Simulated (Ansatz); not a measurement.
The following input was run with Ansatz 0.2.0.

```yaml
crystal:
  lattice:
    - [-2.7377208912, 2.7377208912, 2.7377208912]
    - [2.7377208912, -2.7377208912, 2.7377208912]
    - [2.7377208912, 2.7377208912, -2.7377208912]
  atoms:
    - { symbol: Fe, position: [0.0, 0.5, 0.5], spin: 2.39 }
    - { symbol: Fe, position: [0.5, 0.5, 0.0], spin: 2.39 }
    - { symbol: Fe, position: [0.5, 0.0, 0.5], spin: 2.39 }
    - { symbol: Fe, position: [0.0, 0.0, 0.5], spin: 2.6 }
    - { symbol: Fe, position: [0.0, 0.5, 0.0], spin: 2.6 }
    - { symbol: Fe, position: [0.5, 0.0, 0.0], spin: 2.6 }
    - { symbol: Fe, position: [0.5, 0.5, 0.5], spin: 2.6 }
    - { symbol: Co, position: [0.0, 0.0, 0.0], spin: 1.98 }
basis:
  ecutwfc: 420
kpoints:
  mp_grid: { grid: [10, 10, 10] }
hamiltonian:
  xc: pbesol
scf:
  occupations: { method: gaussian, width: 0.1 }
output:
  forces: true
  stress: true
  eigenvalues: true
  populations: true
magnetization:
  spin_polarized: true
```

Launched with
```bash
ansatz run input.yaml --threads 2 --pin off --max-ram 5120MiB --backend cpu --events-out ev --progress --plain --runs-dir out
```

Computed with DFT PBEsol, scalar-relativistic, plane waves, PAW (Ansatz).

Part of what the program printed, abridged:

```
Pseudopotentials: kind: paw
Pseudopotential: Fe, paw, valence charge 16, recommended cutoff 420 eV (normal)
Pseudopotential: Co, paw, valence charge 17, recommended cutoff 420 eV (normal)
Functional definition: PBEsol
Crystal: 8 atoms, lattice volume = 82.078 Å³
Basis set: ecut = 420 eV, 1553 PW (Γ), exchange–correlation on 64×64×64 points (8 copies of the dense FFT grid, shifted against one another)
Bands: 90, of which v1, the nominal top of the filled ones, is band 65 counted from 1 (64 counted from 0)
Symmetry: 48 space group operations
Space group: Im-3m (ITA 229), of the structure as read, at distance tolerance 4.3e-5 Å
Magnetic group: BNS 229.140 (UNI 1642), of the structure as read, at distance tolerance 4.3e-5 Å
k-points: 47 of 1000
Initial density: superposition of atomic densities (chi_scale 0.1, normalization cell)
Starting moments: Σ|m| = 19.55 μB on 8 of 8 sites
Initial wavefunctions: pseudopotential atomic-orbital guess
Functional: x = pbesol(κ = 0.804, μ = 0.12345679), c = pbesol(β = 0.046)
SCF iter   1: F=—  HF=-36235.360250 eV  |F-HF|=—  |Δ(HF+E_count)|=         —  Δρ=1.07e-1 (↑1.07e-1 ↓7.99e-2) dr2=1.55e1  dr2_m=1.13e0  M=15.842 μB ∫|m|=15.969 μB  β_m=0.30  ethr=3.10e-3  ⟨swp⟩=5.1  Hψ=26597  notcnv=0  defer=160
Mixer restart at iter 1: flushing history
spin=Collinear: Kerker preconditioning applied to the charge; magnetization (m = ρ↑ − ρ↓) channel mixes plain (no charge-response kernel on spin).
SCF iter   2: F=—  HF=-36229.896500 eV  |F-HF|=—  |Δ(HF+E_count)|=    5.46e0  Δρ=4.31e-2 (↑2.70e-2 ↓4.31e-2) dr2=2.04e0  dr2_m=3.29e-1  M=16.670 μB ∫|m|=16.908 μB  β_m=0.37  ethr=3.10e-3  ⟨swp⟩=3.2  Hψ=15712  notcnv=0  defer=983
SCF iter   3: F=—  HF=-36231.931777 eV  |F-HF|=—  |Δ(HF+E_count)|=    2.04e0  Δρ=1.75e-2 (↑1.58e-2 ↓1.75e-2) dr2=6.06e-2  dr2_m=1.70e-1  M=16.903 μB ∫|m|=17.305 μB  β_m=0.61  ethr=1.58e-3  ⟨swp⟩=2.0  Hψ=10798  notcnv=0  defer=981
SCF iter   4: F=—  HF=-36234.399448 eV  |F-HF|=—  |Δ(HF+E_count)|=    2.47e0  Δρ=1.55e-2 (↑1.55e-2 ↓9.58e-3) dr2=2.33e-1  dr2_m=3.08e-2  M=16.855 μB ∫|m|=17.405 μB  β_m=0.72  ethr=4.70e-5  ⟨swp⟩=2.8  Hψ=17306  notcnv=0  defer=968
SCF iter   5: F=—  HF=-36234.709642 eV  |F-HF|=—  |Δ(HF+E_count)|=   3.10e-1  Δρ=1.17e-2 (↑1.17e-2 ↓3.12e-3) dr2=1.15e-1  dr2_m=1.55e-2  M=16.853 μB ∫|m|=17.438 μB  β_m=0.70  ethr=4.70e-5  ⟨swp⟩=2.2  Hψ=16706  notcnv=0  defer=966
SCF iter   6: F=—  HF=-36234.763215 eV  |F-HF|=—  |Δ(HF+E_count)|=   5.36e-2  Δρ=1.19e-3 (↑1.19e-3 ↓9.94e-4) dr2=2.02e-3  dr2_m=1.78e-4  M=16.731 μB ∫|m|=17.334 μB  β_m=0.85  ethr=4.70e-5  ⟨swp⟩=2.0  Hψ=14129  notcnv=0  defer=969
SCF iter   7: F=—  HF=-36234.765804 eV  |F-HF|=—  |Δ(HF+E_count)|=   2.59e-3  Δρ=8.23e-4 (↑8.23e-4 ↓7.51e-4) dr2=1.28e-3  dr2_m=8.90e-5  M=16.724 μB ∫|m|=17.335 μB  β_m=0.82  ethr=1.57e-6  ⟨swp⟩=2.0  Hψ=14670  notcnv=0  defer=968
SCF iter   8: F=—  HF=-36234.766126 eV  |F-HF|=—  |Δ(HF+E_count)|=   3.22e-4  Δρ=5.96e-4 (↑5.84e-4 ↓5.96e-4) dr2=7.88e-4  dr2_m=4.17e-5  M=16.722 μB ∫|m|=17.335 μB  β_m=0.76  ethr=9.92e-7  ⟨swp⟩=2.2  Hψ=10932  notcnv=0  defer=968
SCF iter   9: F=—  HF=-36234.766090 eV  |F-HF|=—  |Δ(HF+E_count)|=   3.55e-5  Δρ=3.25e-4 (↑3.25e-4 ↓1.75e-4) dr2=1.72e-4  dr2_m=7.65e-6  M=16.718 μB ∫|m|=17.331 μB  β_m=0.74  ethr=6.11e-7  ⟨swp⟩=2.2  Hψ=12015  notcnv=0  defer=968
SCF iter  10: F=—  HF=-36234.766076 eV  |F-HF|=—  |Δ(HF+E_count)|=   1.46e-5  Δρ=1.53e-4 (↑1.00e-4 ↓1.53e-4) dr2=2.32e-5  dr2_m=2.79e-6  M=16.714 μB ∫|m|=17.327 μB  β_m=0.87  ethr=1.33e-7  ⟨swp⟩=2.0  Hψ=10967  notcnv=0  defer=968
SCF iter  11: F=—  HF=-36234.766082 eV  |F-HF|=—  |Δ(HF+E_count)|=   6.27e-6  Δρ=1.14e-4 (↑8.34e-5 ↓1.14e-4) dr2=1.81e-5  dr2_m=9.19e-7  M=16.715 μB ∫|m|=17.328 μB  β_m=0.81  ethr=1.80e-8  ⟨swp⟩=2.0  Hψ=11207  notcnv=0  defer=968
SCF iter  12: F=—  HF=-36234.766080 eV  |F-HF|=—  |Δ(HF+E_count)|=   2.18e-6  Δρ=3.44e-5 (↑3.44e-5 ↓1.51e-5) dr2=1.07e-6  dr2_m=1.03e-7  M=16.714 μB ∫|m|=17.327 μB  β_m=0.86  ethr=1.40e-8  ⟨swp⟩=2.0  Hψ=14491  notcnv=0  defer=968
SCF iter  13: F=—  HF=-36234.766081 eV  |F-HF|=—  |Δ(HF+E_count)|=   8.23e-7  Δρ=1.34e-5 (↑1.34e-5 ↓4.24e-6) dr2=1.62e-7  dr2_m=1.80e-8  M=16.714 μB ∫|m|=17.328 μB  β_m=0.92  ethr=8.32e-10  ⟨swp⟩=2.0  Hψ=10859  notcnv=0  defer=968
SCF iter  14: F=—  HF=-36234.766081 eV  |F-HF|=—  |Δ(HF+E_count)|=   3.82e-8  Δρ=1.58e-6 (↑1.58e-6 ↓7.15e-7) dr2=2.51e-9  dr2_m=2.14e-10  M=16.714 μB ∫|m|=17.328 μB  β_m=0.87  ethr=1.25e-10  ⟨swp⟩=2.4  Hψ=12949  notcnv=0  defer=968
SCF iter  15: F=-36234.766081 eV  HF=-36234.766081 eV  |F-HF|=4.51e-10  |Δ(HF+E_count)|=  8.00e-11  Δρ=6.82e-7 (↑6.82e-7 ↓4.12e-7) dr2=5.13e-10  dr2_m=3.12e-11  M=16.714 μB ∫|m|=17.328 μB  ethr=1.95e-12  ⟨swp⟩=7.2  Hψ=36604  notcnv=0
SCF 1 converged in 15 iterations: F = -36234.766081 eV  dr2 = 5.13e-10
SCF converged after 15 iterations
Magnetization: 16.7144 μB (72.8572 up, 56.1428 down)
Absolute magnetization: 17.3291 μB (∫|ρ↑−ρ↓|, with the PAW one-centre terms)
Spin contamination: 0.2066 ħ² per cell (⟨S²⟩ above its minimum at these occupations)
Per-site moments (μB) at R_I (Å): [(2.04773918, 0.97801103), (2.04773918, 0.97801103), (2.04773918, 0.97801103), (2.24727057, 0.97801103), (2.24727057, 0.97801103), (2.24727057, 0.97801103), (2.24727057, 0.97801103), (1.72615515, 0.97801103)]
Free energy (F): -36234.766081 eV
Harris-Foulkes:  -36234.766081 eV  (|F-HF|=4.51e-10)
Internal energy: -36234.732608 eV  (E = F + TS)
E sigma→0 (E₀):  -36234.749344 eV
Entropy (-TS):   -0.033473 eV (-4.184 meV/atom)
Fermi energy:    20.819521 eV
--- Per-component energies (eV) ---
  E_band       = -1462.906200
  E_kinetic    = 2933.889234
  E_local      = -16325.219748  (includes V_loc(G=0)·N_el)
  E_nonlocal   = 1987.133266
  E_hartree    = 6891.641887
  E_xc         = -987.207513
  E_vxc        = -1277.370308  (∫ρ·V_xc dr)
  E_paw        = -10824.631480  (= ΣΔE_a)
  E_vpaw       = -2564.626102  (= ΣTr[D̂ρ^β])
  E_aug_tail   = 0.007381  (compensation charges beyond the density's cutoff)
  E_ewald      = -19911.788466
  E_core_change = 1.442831  (= ΣΔE_core)
  E_smearing   = -0.033473  (= −TS)
--- Forces (eV/Å), atoms counted from 1 ---
  atom   1  Fe     0.00000000     0.00000000     0.00000000
  atom   2  Fe     0.00000000     0.00000000     0.00000000
  atom   3  Fe     0.00000000     0.00000000     0.00000000
  atom   4  Fe     0.00000000     0.00000000     0.00000000
  atom   5  Fe     0.00000000     0.00000000     0.00000000
  atom   6  Fe     0.00000000     0.00000000     0.00000000
  atom   7  Fe     0.00000000     0.00000000     0.00000000
  atom   8  Co     0.00000000     0.00000000     0.00000000
--- Stress (GPa, compression-positive) ---
       15.390451       0.000000       0.000000
        0.000000      15.390451       0.000000
        0.000000       0.000000      15.390451
  P = ⅓ Tr σ = 15.3905 GPa (153.905 kbar)
--- Band table (eV; the first three rows and the last of 94) ---
  k-point 0 ↑: bands = ["-75.2867", "-67.2178", "-67.1695", "-67.1695", "-67.1695", "-66.9273", "-66.9273", "-66.9102", "-38.6906", "-38.6906", "-38.6906", "-33.5938", "-33.5938", "-33.5938", "-33.5388", "-33.5388", "-33.5388", "-33.4108", "-33.4108", "-33.4108", "-33.3491", "-33.2862", "-33.2862", "-33.0427", "-33.0427", "-33.0427", "-32.9638", "-32.9638", "-32.9638", "-32.9615", "-32.9615", "-32.9615", "11.4324", "15.0258", "15.0918", "15.0918", "15.1326", "15.1326", "15.1326", "15.1849", "15.1849", "16.7800", "16.7800", "16.7800", "16.9006", "16.9006", "16.9006", "18.1149", "18.1149", "18.1149", "19.2106", "19.2106", "19.6599", "19.6599", "19.6599", "19.7343", "19.7343", "19.7586", "19.84 ...
  k-point 1 ↑: bands = ["-75.2867", "-67.2161", "-67.1699", "-67.1695", "-67.1695", "-66.9276", "-66.9273", "-66.9112", "-38.6906", "-38.6903", "-38.6900", "-33.5882", "-33.5855", "-33.5837", "-33.5340", "-33.5334", "-33.5325", "-33.4135", "-33.4079", "-33.4069", "-33.3509", "-33.2888", "-33.2874", "-33.0480", "-33.0449", "-33.0448", "-32.9760", "-32.9686", "-32.9685", "-32.9675", "-32.9651", "-32.9630", "11.5453", "15.0696", "15.1288", "15.1490", "15.1802", "15.1911", "15.1914", "15.2369", "15.2400", "16.7986", "16.8031", "16.8200", "16.9196", "16.9252", "16.9540", "18.0820", "18.1119", "18.1788", "19.0765", "19.1578", "19.4453", "19.5871", "19.5964", "19.6038", "19.6550", "19.6856", "19.69 ...
  k-point 2 ↑: bands = ["-75.2867", "-67.2112", "-67.1715", "-67.1695", "-67.1695", "-66.9282", "-66.9274", "-66.9141", "-38.6905", "-38.6896", "-38.6885", "-33.5730", "-33.5622", "-33.5592", "-33.5205", "-33.5153", "-33.5147", "-33.4205", "-33.3998", "-33.3945", "-33.3561", "-33.2970", "-33.2919", "-33.0644", "-33.0535", "-33.0499", "-33.0103", "-32.9861", "-32.9834", "-32.9816", "-32.9708", "-32.9636", "11.8778", "15.0787", "15.2802", "15.3169", "15.3430", "15.3621", "15.3646", "15.3950", "15.4050", "16.8470", "16.8655", "16.8930", "16.9667", "16.9967", "17.1498", "17.9872", "18.0928", "18.3657", "18.4543", "18.8748", "18.9838", "18.9926", "19.0444", "19.3166", "19.4292", "19.4581", "19.54 ...
  k-point 46 ↓: bands = ["-73.1657", "-64.5324", "-64.5324", "-64.5324", "-64.5203", "-64.5203", "-64.5130", "-64.5058", "-36.6204", "-36.6204", "-36.6204", "-30.8661", "-30.8661", "-30.8366", "-30.8366", "-30.8366", "-30.8322", "-30.8322", "-30.8322", "-30.8218", "-30.7600", "-30.7600", "-30.7600", "-30.7456", "-30.7456", "-30.7456", "-30.7266", "-30.7266", "-30.7266", "-30.7117", "-30.7117", "-30.7117", "15.9660", "16.1684", "16.1684", "16.1684", "16.2042", "16.2042", "18.2815", "18.2815", "18.2815", "18.4214", "18.4214", "18.4214", "19.1678", "19.1678", "19.4501", "19.4501", "19.4501", "19.4734", "20.0081", "20.0081", "20.0081", "20.4898", "20.4898", "20.4898", "20.5008", "20.5008", "20.5 ...
--- Löwdin populations: 8 sites ---
  site symbol q [e]    m [muB]
     0     Fe     15.8185     2.0907
     1     Fe     15.8185     2.0907
     2     Fe     15.8185     2.0907
     3     Fe     15.7800     2.2931
     4     Fe     15.7800     2.2931
     5     Fe     15.7800     2.2931
     6     Fe     15.7800     2.2931
     7     Co     16.6888     1.6987
  spilling = 0.013457 (of n_electrons = 129.000000)
```

The calculation finished and met its thresholds.

The run took 56 s on 2 threads of Arm Neoverse V1, on a shared host, peak memory 0.82 GiB.

Only parallel moments were tried here.